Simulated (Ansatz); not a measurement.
Does relaxation matter for the field gradients of SiO2?

Start: a structure deposited in the COD.

```cif
data_SiO2
_symmetry_space_group_name_H-M 'P4_12_12'
_symmetry_Int_Tables_number 92
_cell_length_a 4.9727
_cell_length_b 4.9727
_cell_length_c 6.9257
_cell_angle_alpha 90.000
_cell_angle_beta 90.000
_cell_angle_gamma 90.000
loop_
_atom_site_label
_atom_site_type_symbol
_atom_site_symmetry_multiplicity
_atom_site_Wyckoff_symbol
_atom_site_fract_x
_atom_site_fract_y
_atom_site_fract_z
Si Si 4 a 0.3007 0.3007 0.0000
O O 8 b 0.2390 0.1041 0.1787
```

One atom of each set is listed.

The numbers come from a DFT calculation in Ansatz (PBE, plane waves and PAW (field gradients read without the response of the frozen cores, which leaves them typically 4 to 6 % off), scalar-relativistic, 420 eV cutoff, Γ-centred 5×5×4 k-points, Fermi–Dirac smearing 0.02 eV).

The largest force at the start is 0.48 eV/Å. Relaxing the ions at fixed cell moves them by 0.078 Å at most (atom 8, O) and 0.066 Å rms.

```csv
site,moved (Å),first shell before,first shell after,V_zz before (10²¹ V/m²),η before
Si,0.034,4 O at 1.60–1.61 Å,4 O at 1.62–1.63 Å,0.48,0.99
O,0.078,"2 Si at 1.60–1.61 Å, angle 147°","2 Si at 1.62–1.63 Å, angle 143°",9.40,0.14
```

(1) What are V_zz and η after the relaxation?

Answers

(1) 

```
site  V_zz after  η after  change of V_zz
  Si       -0.37     0.91               –
   O        9.75     0.19           +0.35
```

The largest change of V_zz along a kept axis is on O, from 9.40 to 9.75. In per cent, |V_zz| changes by +4 on O (all sites that start above 0.5). On Si the largest principal value lies along another axis in the second run, so the two V_zz can't be compared directly.
